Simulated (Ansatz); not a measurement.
How much do the gradients of SnO2 with fluorine replacing O depend on the method?

Cell: a supercell of SnO2 (rutile type, P4_2/mnm) built from a refined structure from the COD, with the ions relaxed around the defect (PBE).

```
CELL_PARAMETERS angstrom
4.73800 4.73800 0.00000
-4.73800 4.73800 0.00000
0.00000 0.00000 9.55950
ATOMIC_POSITIONS crystal
Sn 0.97997 0.00000 0.00000
Sn 0.00640 0.00000 0.33395
Sn 0.00640 0.00000 0.66605
Sn 0.49898 0.50000 0.00000
Sn 0.49781 0.50000 0.33354
Sn 0.49781 0.50000 0.66646
Sn 0.51098 0.00000 0.17546
Sn 0.50279 0.00000 0.50000
Sn 0.51098 0.00000 0.82454
Sn 0.99991 0.50000 0.16649
Sn 0.99754 0.50000 0.50000
Sn 0.99991 0.50000 0.83351
F 0.29896 0.00000 0.00000
O 0.30908 0.00000 0.33315
O 0.30908 0.00000 0.66685
O 0.80349 0.50000 0.00000
O 0.80313 0.50000 0.33191
O 0.80313 0.50000 0.66809
O 0.49483 0.30239 0.16556
O 0.50033 0.30450 0.50000
O 0.49483 0.30239 0.83444
O 0.00152 0.80690 0.16455
O 0.00554 0.80475 0.50000
O 0.00152 0.80690 0.83545
O 0.68002 0.00000 0.00000
O 0.70268 0.00000 0.33703
O 0.70268 0.00000 0.66297
O 0.19435 0.50000 0.00000
O 0.19337 0.50000 0.33299
O 0.19337 0.50000 0.66701
O 0.49483 0.69761 0.16556
O 0.50033 0.69550 0.50000
O 0.49483 0.69761 0.83444
O 0.00152 0.19310 0.16455
O 0.00554 0.19525 0.50000
O 0.00152 0.19310 0.83545
```

Atoms are numbered from 1 in the order listed; like atoms form one site, named after its first atom.

First run. Computed with Ansatz: DFT, PBE, plane waves and PAW, scalar-relativistic, collinear spin, 420 eV cutoff, Γ-centred 3×3×2 k-points, Fermi–Dirac smearing 0.01 eV. Start moments as typed (μB): 1 on each F, none on the rest.

```json
{"site": "Sn1", "atom": "1", "V_zz (10²¹ V/m²)": "10.36", "η": "0.97"}
{"site": "Sn7", "atom": "7", "V_zz (10²¹ V/m²)": "13.12", "η": "0.03"}
{"site": "Sn8", "atom": "8", "V_zz (10²¹ V/m²)": "6.28", "η": "0.03"}
{"site": "F", "atom": "13", "V_zz (10²¹ V/m²)": "-9.50", "η": "0.28"}
{"site": "O16", "atom": "16", "V_zz (10²¹ V/m²)": "-10.31", "η": "0.18"}
{"site": "O17", "atom": "17", "V_zz (10²¹ V/m²)": "-10.58", "η": "0.15"}
{"site": "O19", "atom": "19", "V_zz (10²¹ V/m²)": "-10.71", "η": "0.30"}
{"site": "O20", "atom": "20", "V_zz (10²¹ V/m²)": "-10.65", "η": "0.14"}
{"site": "O22", "atom": "22", "V_zz (10²¹ V/m²)": "-10.28", "η": "0.15"}
{"site": "O23", "atom": "23", "V_zz (10²¹ V/m²)": "-10.67", "η": "0.12"}
{"site": "O25", "atom": "25", "V_zz (10²¹ V/m²)": "-11.01", "η": "0.03"}
{"site": "O26", "atom": "26", "V_zz (10²¹ V/m²)": "-10.39", "η": "0.14"}
{"site": "O28", "atom": "28", "V_zz (10²¹ V/m²)": "-10.50", "η": "0.15"}
{"site": "O29", "atom": "29", "V_zz (10²¹ V/m²)": "-10.53", "η": "0.17"}
```

Second run. The same atoms and settings, except that the functional is r2SCAN and the cutoff is 500 eV.

Q: Given the first result, estimate the second.

A: 

```csv
site,atom,V_zz,η,change of V_zz
Sn1,1,10.52,0.94,+0.16
Sn7,7,13.18,0.04,+0.06
Sn8,8,6.14,0.06,-0.14
F,13,-9.23,0.26,+0.27
O16,16,-10.03,0.16,+0.28
O17,17,-10.30,0.13,+0.28
O19,19,-10.44,0.29,+0.27
O20,20,-10.39,0.12,+0.26
O22,22,-9.97,0.15,+0.31
O23,23,-10.40,0.10,+0.27
O25,25,-10.78,0.05,+0.23
O26,26,-10.11,0.12,+0.28
O28,28,-10.22,0.13,+0.28
O29,29,-10.26,0.16,+0.27
```

The largest change of V_zz is on O22, from -10.28 to -9.97. In per cent, |V_zz| changes by -2 to +2 on Sn, -3 on F, -3 to -2 on O (all sites that start above 2). The table leaves out 6 of the 20 sites, with |V_zz| up to 10.84; their tensors move by 0.25 at most along any direction. The statements above cover all sites. Isomer shifts (Sn against SnO₂, from the density at the nucleus and a line fitted to measured compounds for each functional; the lines scatter by about 0.1 mm/s, so smaller changes between functionals mean little): Sn1 0.27 → 0.29 mm/s; Sn7 0.28 → 0.30 mm/s; Sn8 0.14 → 0.15 mm/s, among others.

The defect repeats with the cell of 36 atoms, so it feels its images: sites between two images don't show the values beside a lone defect, and zeros or small values of η there can come from the images' arrangement. O and Sn carry a gradient in the pure host already, so the values there aren't the defect's effect alone. The relaxation keeps the site symmetry mm2 of the start, so the impurity can move only along its axis; a distortion that would localise the partly filled state isn't explored. The defect cell has no gap above 0.1 eV on its mesh, so the values can hang on the smearing and the k-mesh. Without spin–orbit coupling (the program notes it for Sn) the gradients can shift somewhat, as the gap is small. The start moments die out, and the run ends without spin.
For the first run: The cell keeps the host's lattice, where the PBE pressure is 15 GPa.
For the second run: The program didn't check the stability of this electronic state in full, so a lower one may lie near. With these PAW files V_zz is typically within 2 to 3 % of all-electron values, but misses above 10 % occur on Sn. The cell keeps the host's lattice, where the r2SCAN pressure is 7 GPa.
